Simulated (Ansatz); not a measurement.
Geometry optimisation in Ansatz: input, command and trajectory.

```yaml
crystal:
  lattice:
    - [6.6440417602, -0.1462536563, -0.1806562578]
    - [-0.1462536563, 6.5974967363, 0.2898545326]
    - [-0.1806562578, 0.2898545326, 6.5780945304]
  atoms:
    - { symbol: Cu, position: [0.090292455, 0.0940047315, 0.9862302134] }
    - { symbol: Cu, position: [0.0514005074, 0.4304296797, 0.0893772415] }
    - { symbol: Cu, position: [0.9852019377, 0.0162547079, 0.6179494313] }
    - { symbol: Cu, position: [0.627445781, 0.8765860001, 0.5544525949] }
    - { symbol: Cu, position: [0.2205940658, 0.7582944655, 0.1971700685] }
    - { symbol: Cu, position: [0.1676440842, 0.355205577, 0.6790115907] }
    - { symbol: Cu, position: [0.5967060651, 0.7710058033, 0.2021799671] }
    - { symbol: Cu, position: [0.2663060639, 0.7509621263, 0.5973405232] }
    - { symbol: Zn, position: [0.4776019412, 0.4987522758, 0.4696735659] }
    - { symbol: Zn, position: [0.8026001347, 0.2981001208, 0.7887731403] }
    - { symbol: Sn, position: [0.4470530459, 0.0109685115, 0.8664441581] }
    - { symbol: Sn, position: [0.286752322, 0.1281179548, 0.3588577529] }
    - { symbol: Sn, position: [0.434657568, 0.5003522315, 0.9474155751] }
    - { symbol: Sn, position: [0.7827107874, 0.153883782, 0.2661422485] }
    - { symbol: Sn, position: [0.9105344405, 0.6047543262, 0.4500021652] }
    - { symbol: Sn, position: [0.8835029783, 0.7549670041, 0.9244094186] }
  symmetry: { detect: false }
basis:
  ecutwfc: 420
kpoints:
  mp_grid: { grid: [3, 3, 3] }
hamiltonian:
  xc: pbe
scf:
  occupations: { method: gaussian, width: 0.1 }
  lower_state_search: "off"
output:
  forces: true
  stress: true
  eigenvalues: true
relax:
  adjacent_minimum: "off"
  f_tol: 0.04
  max_steps: 25
  cell: { stress_tol: 0.3 }
```

```bash
ansatz run input.yaml --threads 4 --pin off --max-ram 9216MiB --backend cpu --events-out ev --progress --plain --runs-dir out
```

Method: DFT PBE, scalar-relativistic, plane waves, PAW (Ansatz).

Of 7 frames 7 are shown, positions in Å and forces in eV/Å; the SCF threshold varies from step to step. Steps run on the plane waves of an earlier cell, with a Pulay correction in the pressure. The basis is chosen afresh for the last frame, the zero of the energies, and can be on the way; energy and pressure step there, also at an unchanged geometry.

```xyz
16
Lattice="6.6440 -0.1463 -0.1807 -0.1463 6.5975 0.2899 -0.1807 0.2899 6.5781" Properties=species:S:1:pos:R:3:forces:R:3 pbc="T T T" step=1 free_energy_over_end_meV_per_atom=6.73 pressure_GPa=0.55
Cu    0.4080    0.8929    6.4985    0.1560    0.0490   -0.0010
Cu    0.2624    2.8581    0.7034    0.0390   -0.0400    0.0860
Cu    6.4317    0.1423    3.8917    0.0510    0.0430    0.0290
Cu    3.9404    5.8522    3.7880   -0.0270   -0.0540    0.0480
Cu    1.3191    5.0277    1.4769    0.0260    0.0490    0.0090
Cu    0.9392    2.5158    4.5393   -0.0240   -0.0150    0.0050
Cu    3.8153    5.0580    1.4456    0.0010    0.1270   -0.0210
Cu    1.5516    5.0887    4.0989    0.0180    0.0300   -0.0270
Zn    3.0154    3.3568    3.1478   -0.0180   -0.0990   -0.0570
Zn    5.1464    2.0780    5.1300   -0.0820   -0.0260    0.0070
Sn    2.8121    0.2581    5.6220    0.0080    0.0040   -0.0410
Sn    1.8216    0.9073    2.3459   -0.0430   -0.0550    0.1700
Sn    2.6435    3.5121    6.2987    0.0470    0.0910   -0.0200
Sn    5.1298    0.9779    1.6539    0.0200   -0.0490   -0.0080
Sn    5.8799    3.9871    2.9710    0.0250    0.0290   -0.1970
Sn    5.5926    5.1196    6.1401   -0.1970   -0.0860    0.0180
16
Lattice="6.6715 -0.1882 -0.1840 -0.1892 6.5908 0.2741 -0.1848 0.2715 6.6564" Properties=species:S:1:pos:R:3:forces:R:3 pbc="T T T" step=2 free_energy_over_end_meV_per_atom=3.93 pressure_GPa=-0.26
Cu    0.4334    0.8748    6.5758    0.1410   -0.0020    0.0440
Cu    0.2646    2.8506    0.7100    0.0300   -0.0090    0.0180
Cu    6.4571    0.0699    3.9785    0.0150    0.0140    0.0670
Cu    3.9212    5.7906    3.8208   -0.0130   -0.0910    0.0310
Cu    1.2948    5.0316    1.4744    0.0400    0.0450   -0.0330
Cu    0.9114    2.5049    4.5913   -0.0740    0.0220    0.0520
Cu    3.7863    5.0576    1.4547   -0.0240    0.1050    0.0250
Cu    1.5188    5.0600    4.1017    0.0170   -0.0060    0.0090
Zn    2.9758    3.3214    3.1379    0.0110   -0.0690   -0.0960
Zn    5.1585    2.0057    5.2086   -0.0480    0.0190    0.0080
Sn    2.8254    0.2129    5.6665   -0.0690    0.1590    0.0680
Sn    1.7828    0.8737    2.4307    0.0780   -0.0120   -0.0880
Sn    2.6295    3.5536    6.3219   -0.0630   -0.1240   -0.0290
Sn    5.2079    0.9035    1.7012   -0.0290    0.0260   -0.0080
Sn    5.8805    3.9314    2.9169    0.0050   -0.0250    0.0290
Sn    5.5440    5.0413    6.2278   -0.0180   -0.0500   -0.0980
16
Lattice="6.6703 -0.2088 -0.1882 -0.2106 6.5833 0.2527 -0.1905 0.2506 6.6492" Properties=species:S:1:pos:R:3:forces:R:3 pbc="T T T" step=3 free_energy_over_end_meV_per_atom=2.51 pressure_GPa=-0.18
Cu    0.4387    0.8534    6.5731    0.0640   -0.0350    0.0400
Cu    0.2599    2.8437    0.7088    0.0020    0.0180    0.0010
Cu    6.4586    0.0288    3.9793    0.0160    0.0150    0.0350
Cu    3.9008    5.7480    3.8089   -0.0110   -0.0860    0.0360
Cu    1.2824    5.0281    1.4473    0.0160    0.0190   -0.0440
Cu    0.8835    2.4895    4.5793   -0.0910    0.0350    0.0290
Cu    3.7670    5.0565    1.4304   -0.0110    0.0640    0.0110
Cu    1.5022    5.0330    4.0773    0.0170   -0.0100    0.0310
Zn    2.9479    3.2909    3.0859    0.0140    0.0040   -0.0750
Zn    5.1371    1.9608    5.2049    0.0220    0.0140   -0.0030
Sn    2.8202    0.2244    5.6633   -0.0190    0.0010    0.0370
Sn    1.7923    0.8510    2.4308    0.0210   -0.0350   -0.0770
Sn    2.6086    3.5099    6.2987   -0.0510    0.0000   -0.0160
Sn    5.2069    0.8845    1.7084    0.0120    0.0140   -0.0010
Sn    5.8611    3.8946    2.8824   -0.0100    0.0000    0.0540
Sn    5.5143    4.9805    6.1917    0.0070   -0.0180   -0.0600
16
Lattice="6.6554 -0.2483 -0.2051 -0.2510 6.6191 0.1936 -0.2107 0.1954 6.6146" Properties=species:S:1:pos:R:3:forces:R:3 pbc="T T T" step=4 free_energy_over_end_meV_per_atom=0.65 pressure_GPa=0.11
Cu    0.4386    0.7963    6.5661   -0.0180    0.0120    0.0330
Cu    0.2182    2.8576    0.6776    0.0230   -0.0090   -0.0290
Cu    6.4647   -0.0633    3.9733    0.0210    0.0270    0.0020
Cu    3.8747    5.6425    3.7767   -0.0150   -0.0370   -0.0150
Cu    1.2487    5.0395    1.3619   -0.0130    0.0000   -0.0050
Cu    0.7859    2.4804    4.5358   -0.0030    0.0170   -0.0070
Cu    3.7309    5.1244    1.3565    0.0240    0.0130    0.0100
Cu    1.4663    4.9975    4.0207    0.0090    0.0000    0.0150
Zn    2.8338    3.2944    2.8490   -0.0530   -0.0590    0.0240
Zn    5.0873    1.8750    5.1768    0.0140   -0.0370    0.0180
Sn    2.8017    0.1845    5.6373    0.0160   -0.0200   -0.0020
Sn    1.8148    0.7771    2.4341    0.0010    0.0440   -0.0460
Sn    2.5535    3.4864    6.1957   -0.0050    0.0270   -0.0280
Sn    5.2217    0.8567    1.7508    0.0430    0.0270   -0.0020
Sn    5.8055    3.8631    2.8096   -0.0460   -0.0100    0.0090
Sn    5.4499    4.9026    6.0874    0.0030    0.0060    0.0250
16
Lattice="6.6777 -0.2624 -0.2002 -0.2660 6.6090 0.1755 -0.2074 0.1773 6.6178" Properties=species:S:1:pos:R:3:forces:R:3 pbc="T T T" step=5 free_energy_over_end_meV_per_atom=0.25 pressure_GPa=0.06
Cu    0.4545    0.7754    6.5748   -0.0270    0.0020   -0.0030
Cu    0.2208    2.8551    0.6631    0.0120    0.0080   -0.0280
Cu    6.4977   -0.0910    3.9876    0.0200    0.0000   -0.0200
Cu    3.8833    5.5899    3.7784   -0.0130   -0.0270   -0.0240
Cu    1.2467    5.0303    1.3413   -0.0020   -0.0100    0.0120
Cu    0.7641    2.4750    4.5321   -0.0140    0.0070   -0.0050
Cu    3.7348    5.1214    1.3480    0.0160   -0.0210    0.0230
Cu    1.4610    4.9789    4.0066    0.0030    0.0300   -0.0060
Zn    2.8000    3.2708    2.8113   -0.0090    0.0230    0.0090
Zn    5.1096    1.8138    5.2096   -0.0020   -0.0120    0.0000
Sn    2.8167    0.1667    5.6476    0.0150   -0.0150   -0.0250
Sn    1.8217    0.7655    2.4262    0.0010   -0.0060    0.0220
Sn    2.5509    3.4772    6.1677    0.0440    0.0180   -0.0050
Sn    5.2663    0.8453    1.7714    0.0060   -0.0090    0.0110
Sn    5.8081    3.8323    2.8023   -0.0270    0.0130    0.0040
Sn    5.4640    4.8620    6.0830   -0.0250    0.0000    0.0340
16
Lattice="6.6863 -0.2640 -0.1956 -0.2678 6.6105 0.1667 -0.2033 0.1688 6.6165" Properties=species:S:1:pos:R:3:forces:R:3 pbc="T T T" step=6 free_energy_over_end_meV_per_atom=0.11 pressure_GPa=0.02
Cu    0.4601    0.7653    6.5770   -0.0130   -0.0030   -0.0080
Cu    0.2264    2.8585    0.6480    0.0130    0.0060   -0.0210
Cu    6.5134   -0.0994    3.9942    0.0050   -0.0100   -0.0100
Cu    3.8914    5.5681    3.7762   -0.0060   -0.0080   -0.0070
Cu    1.2502    5.0290    1.3343    0.0010   -0.0050    0.0070
Cu    0.7557    2.4774    4.5304   -0.0150    0.0060    0.0130
Cu    3.7416    5.1230    1.3471   -0.0040   -0.0140    0.0080
Cu    1.4615    4.9817    3.9995   -0.0100    0.0200   -0.0080
Zn    2.7840    3.2738    2.7942   -0.0030    0.0070   -0.0010
Zn    5.1177    1.7908    5.2209    0.0000    0.0010   -0.0030
Sn    2.8246    0.1567    5.6473   -0.0060    0.0000    0.0010
Sn    1.8292    0.7612    2.4284    0.0040    0.0000    0.0110
Sn    2.5684    3.4780    6.1471    0.0180   -0.0020    0.0020
Sn    5.2876    0.8410    1.7829    0.0030    0.0020    0.0050
Sn    5.8100    3.8294    2.8019    0.0100   -0.0090   -0.0070
Sn    5.4715    4.8546    6.0853    0.0020    0.0080    0.0170
16
Lattice="6.6863 -0.2640 -0.1956 -0.2678 6.6105 0.1667 -0.2033 0.1688 6.6165" Properties=species:S:1:pos:R:3:forces:R:3 pbc="T T T" step=7 free_energy_over_end_meV_per_atom=0.00 pressure_GPa=0.02
Cu    0.4601    0.7653    6.5770   -0.0120   -0.0030   -0.0070
Cu    0.2264    2.8585    0.6480    0.0130    0.0050   -0.0210
Cu    6.5134   -0.0994    3.9942    0.0050   -0.0100   -0.0100
Cu    3.8914    5.5681    3.7762   -0.0060   -0.0080   -0.0070
Cu    1.2502    5.0290    1.3343    0.0020   -0.0040    0.0070
Cu    0.7557    2.4774    4.5304   -0.0160    0.0060    0.0130
Cu    3.7416    5.1230    1.3471   -0.0040   -0.0140    0.0080
Cu    1.4615    4.9817    3.9995   -0.0100    0.0200   -0.0080
Zn    2.7840    3.2738    2.7942   -0.0030    0.0080   -0.0010
Zn    5.1177    1.7908    5.2209    0.0000    0.0010   -0.0030
Sn    2.8246    0.1567    5.6473   -0.0060    0.0000    0.0010
Sn    1.8292    0.7612    2.4284    0.0040    0.0000    0.0110
Sn    2.5684    3.4780    6.1471    0.0180   -0.0020    0.0010
Sn    5.2876    0.8410    1.7829    0.0040    0.0020    0.0050
Sn    5.8100    3.8294    2.8019    0.0100   -0.0090   -0.0070
Sn    5.4715    4.8546    6.0853    0.0020    0.0070    0.0170
```

The run took 4.8 min on 4 threads of Intel(R) Xeon(R) Platinum 8259CL CPU @ 2.50GHz (Skylake/Cascade Lake), with other jobs on the host, peak memory 1.5 GiB.

The k mesh is coarse.